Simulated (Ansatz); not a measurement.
# Elastic constants of MnIr: input and output

All numbers below come from DFT PBEsol, scalar-relativistic, plane waves, PAW (Ansatz).

Launched with:
```bash
ansatz run input.yaml --threads 1 --pin off --max-ram 3072MiB --backend cpu --events-out ev --progress --plain --runs-dir out
```

Input (bare energies are in eV):
```yaml
crystal:
  lattice:
    - [2.623818799, 0.0, 0.0]
    - [0.0, 2.623818799, 0.0]
    - [0.0, 0.0, 3.6146833128]
  atoms:
    - { symbol: Mn, position: [0.5, 0.5, 0.5], spin: 1.31 }
    - { symbol: Ir, position: [0.0, 0.0, 0.0] }
basis:
  ecutwfc: 420
kpoints:
  mp_grid: { grid: [16, 16, 12] }
hamiltonian:
  xc: pbesol
scf:
  occupations: { method: gaussian, width: 0.2 }
output:
  forces: true
  stress: true
  eigenvalues: true
  populations: true
magnetization:
  spin_polarized: true
elastic:
  mode: relaxed_ion
  amplitude: 0.005
```

From the output:
```
--- Elastic constants: 4 strain directions × 4 members + reference (group order 16) ---
  dense FFT box of the reference and of every strained cell: 18×18×25
  strains applied: 11, 33, 23, 12; error gains: componentwise 1.00 (the most a stress slope's error grows in a printed constant), spectral 1.41 (1 for all six strains in a standard setting)
  C = ∂σ_k/∂η_j (tension-positive GPa; Voigt order 11 22 33 23 13 12):
       675.907     68.937    199.789      0.000      0.000     -0.000
        68.937    675.907    199.789      0.000      0.000     -0.000
       199.781    199.781    512.446      0.000      0.000     -0.000
         0.000      0.000      0.000    249.896      0.000      0.000
         0.000      0.000      0.000      0.000    249.896      0.000
        -0.000     -0.000      0.000      0.000      0.000    140.507
  reference stress σ⁰ (GPa):      0.000      0.000      0.000     -0.000     -0.000     -0.000
  C* (energy form; C + prestress term) asymmetry max|C*_kj − C*_jk| = 8.253e-3 GPa — a small one proves nothing (zero by symmetry where the batch's group is 432, −43m or m−3m); a large one is finite-difference/SCF noise where every solve ...
  moduli (Voigt/Reuss/Hill, GPa): K = 311.25/311.01/311.13   G = 221.11/203.23/212.17   E = 518.63   ν = 0.222
  mechanically stable: yes (min eigenvalue of sym C = 140.51 GPa)
  strain η (Voigt 11):  stress-route row diagonal C_11 = 675.91 GPa, energy-path curvature d²(F+E_count+ΔE)/dδ²/Ω₀ = 675.89 GPa
    cells at ±δ against ±2δ: C11 676.00 and 676.26 GPa, apart by 0.04 % of the column's largest entry
         δ    σ_11 (GPa) F (eV) n_scf n_hpsi n_pw
    -1.000e-2      -7.1083      -15668.1147444      18  697016    497   relax 0 steps, max|allowed force component| 4.89e-29 eV/Å
    -5.000e-3      -3.4658      -15668.1188368       9  537482    497   relax 0 steps, max|allowed force component| 5.84e-29 eV/Å
     5.000e-3       3.2941      -15668.1188791       9  582469    505   relax 0 steps, max|allowed force component| 5.86e-29 eV/Å
     1.000e-2       6.4169      -15668.1150965      13  591765    509   relax 0 steps, max|allowed force component| 1.58e-30 eV/Å
  strain η (Voigt 33):  stress-route row diagonal C_33 = 512.45 GPa, energy-path curvature d²(F+E_count+ΔE)/dδ²/Ω₀ = 512.43 GPa
    cells at ±δ against ±2δ: C23 199.83 and 199.94 GPa, apart by 0.02 % of the column's largest entry
         δ    σ_33 (GPa) F (eV) n_scf n_hpsi n_pw
    -1.000e-2      -5.2888      -15668.1161078      18  394989    503   relax 0 steps, max|allowed force component| 2.03e-29 eV/Å
    -5.000e-3      -2.6033      -15668.1191650       9  278846    505   relax 0 steps, max|allowed force component| 3.77e-28 eV/Å
     5.000e-3       2.5211      -15668.1191832      10  313690    505   relax 0 steps, max|allowed force component| 3.00e-29 eV/Å
     1.000e-2       4.9597      -15668.1162733      13  363443    505   relax 0 steps, max|allowed force component| 2.82e-29 eV/Å
  strain η (Voigt 23):  stress-route row diagonal C_44 = 249.90 GPa, energy-path curvature d²(F+E_count+ΔE)/dδ²/Ω₀ = 249.89 GPa
    cells at ±δ against ±2δ: C44 249.88 and 249.85 GPa, apart by 0.02 % of the column's largest entry
         δ    σ_23 (GPa) F (eV) n_scf n_hpsi n_pw
    -1.000e-2      -2.4985      -15668.1182301      15  1051584    501   relax 0 steps, max|allowed force component| 0.00e0 eV/Å
    -5.000e-3      -1.2494      -15668.1196840       5  567977    505   relax 0 steps, max|allowed force component| 0.00e0 eV/Å
     5.000e-3       1.2494      -15668.1196840       5  637019    505   relax 0 steps, max|allowed force component| 0.00e0 eV/Å
     1.000e-2       2.4985      -15668.1182301      12  884301    501   relax 0 steps, max|allowed force component| 0.00e0 eV/Å
  strain η (Voigt 12):  stress-route row diagonal C_66 = 140.51 GPa, energy-path curvature d²(F+E_count+ΔE)/dδ²/Ω₀ = 140.52 GPa
    cells at ±δ against ±2δ: C66 140.52 and 140.55 GPa, apart by 0.02 % of the column's largest entry
         δ    σ_12 (GPa) F (eV) n_scf n_hpsi n_pw
    -1.000e-2      -1.4055      -15668.1190780      14  559073    505   relax 0 steps, max|allowed force component| 4.89e-29 eV/Å
    -5.000e-3      -0.7026      -15668.1198966       7  335837    505   relax 0 steps, max|allowed force component| 6.31e-30 eV/Å
     5.000e-3       0.7026      -15668.1198966       7  332580    505   relax 0 steps, max|allowed force component| 1.26e-29 eV/Å
     1.000e-2       1.4055      -15668.1190780      13  552821    505   relax 0 steps, max|allowed force component| 5.21e-29 eV/Å
--- Löwdin populations: 2 sites ---
  site symbol q [e]    m [muB]
     0     Mn     14.7991     1.2275
     1     Ir     16.8118    -0.1081
  spilling = 0.012160 (of n_electrons = 32.000000)
```

It took 9.8 min on 1 thread of Intel(R) Xeon(R) Platinum 8488C (Sapphire Rapids), with other jobs on the host, peak memory 1.1 GiB.

In a metal, frequencies and elastic constants depend on the k mesh and the smearing, soft modes and shear constants most. Spin–orbit coupling is left out, which matters for heavy elements.